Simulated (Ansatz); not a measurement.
## Relaxation of Ti$_{6}$GeB$_{16}$

All numbers below come from Ansatz, DFT PBE, scalar-relativistic, plane waves, PAW. (420 eV cutoff, 4×4×4 k-mesh, Gaussian smearing of 0.10 eV, no spin polarisation)

What was changed: Ge after trading places with the vacancy, charge +0, atoms relaxed.

In a supercell of 23 atoms the defect feels its periodic images, and the cell reads as a metal on the mesh, so a level in the gap can't be told from a carrier in the bands.

Spin polarisation was left out.

Command:

```bash
ansatz run input.yaml --threads 4 --pin off --max-ram 8192MiB --backend cpu --events-out ev --progress --plain --runs-dir out
```

Input:

```yaml
crystal:
  lattice:
    - [6.0637821705, -1.0e-10, 0.0]
    - [-3.0318910853, -5.2513894026, 0.0]
    - [0.0, 0.0, -6.4488370057]
  atoms:
    - { symbol: Ge, position: [-0.5, 0.5, 0.5] }
    - { symbol: Ti, position: [0.0, 0.5, 0.0] }
    - { symbol: Ti, position: [0.5, 0.5, 0.0] }
    - { symbol: Ti, position: [0.0, 1.0, 0.5] }
    - { symbol: Ti, position: [0.0, 1.0, 0.0] }
    - { symbol: Ti, position: [0.5, 1.0, 0.5] }
    - { symbol: Ti, position: [0.5, 1.0, 0.0] }
    - { symbol: B, position: [0.8333333333, 0.1666666667, 0.25] }
    - { symbol: B, position: [0.8333333333, 0.1666666667, 0.75] }
    - { symbol: B, position: [0.3333333333, 0.1666666667, 0.25] }
    - { symbol: B, position: [0.3333333333, 0.1666666667, 0.75] }
    - { symbol: B, position: [0.8333333333, 0.6666666667, 0.25] }
    - { symbol: B, position: [0.8333333333, 0.6666666667, 0.75] }
    - { symbol: B, position: [0.3333333333, 0.6666666667, 0.25] }
    - { symbol: B, position: [0.3333333333, 0.6666666667, 0.75] }
    - { symbol: B, position: [0.1666666667, 0.3333333333, 0.25] }
    - { symbol: B, position: [0.1666666667, 0.3333333333, 0.75] }
    - { symbol: B, position: [0.6666666667, 0.3333333333, 0.25] }
    - { symbol: B, position: [0.6666666667, 0.3333333333, 0.75] }
    - { symbol: B, position: [0.1666666667, 0.8333333333, 0.25] }
    - { symbol: B, position: [0.1666666667, 0.8333333333, 0.75] }
    - { symbol: B, position: [0.6666666667, 0.8333333333, 0.25] }
    - { symbol: B, position: [0.6666666667, 0.8333333333, 0.75] }
basis:
  ecutwfc: 420
  xc_grid: 2
kpoints:
  mp_grid: { grid: [4, 4, 4], shift: [0.0, 0.0, 0.0] }
hamiltonian:
  xc: pbe
scf:
  occupations: { method: gaussian, width: 0.1 }
output:
  forces: true
  stress: false
  eigenvalues: true
  write_density: true
  write_potential: true
  elf: true
  volumetric_format: npy
relax:
  adjacent_minimum: "off"
  f_tol: 0.02
  max_steps: 60
```

F is the free energy.

Steps:

| step | F − F(1) (eV) | largest force component (eV/Å) |
| --- | --- | --- |
| 1 | 0.0000 | 0.614 |
| 2 | -0.1483 | 0.200 |
| 3 | -0.1679 | 0.036 |
| 4 | -0.1682 | 0.007 |

Relaxed structure:

```xyz
23
Lattice="6.0638 0.0000 0.0000 -3.0319 -5.2514 0.0000 0.0000 0.0000 -6.4488" Properties=species:S:1:pos:R:3 pbc="T T T"
Ge   -4.5478   -2.6257   -3.2244
Ti   -1.5159   -2.6257    0.0000
Ti    1.5159   -2.6257    0.0000
Ti   -3.0319   -5.2514   -3.2244
Ti   -3.0319   -5.2514    0.0000
Ti    0.0000   -5.2514   -3.2244
Ti    0.0000   -5.2514    0.0000
B     4.5478   -0.9020   -1.6335
B     4.5478   -0.9020   -4.8154
B     1.5159   -0.8499   -1.5528
B     1.5159   -0.8499   -4.8960
B     3.0278   -3.5046   -1.5704
B     3.0278   -3.5046   -4.8785
B     0.0041   -3.5046   -1.5704
B     0.0041   -3.5046   -4.8785
B     0.0041   -1.7468   -1.5704
B     0.0041   -1.7468   -4.8785
B     3.0278   -1.7468   -1.5704
B     3.0278   -1.7468   -4.8785
B    -1.5159   -4.3494   -1.6335
B    -1.5159   -4.3494   -4.8154
B     1.5159   -4.4015   -1.5528
B     1.5159   -4.4015   -4.8960
```

The run converged. The run took 29 s on 4 threads of Arm Neoverse V2, on a shared host, peak memory 0.98 GiB.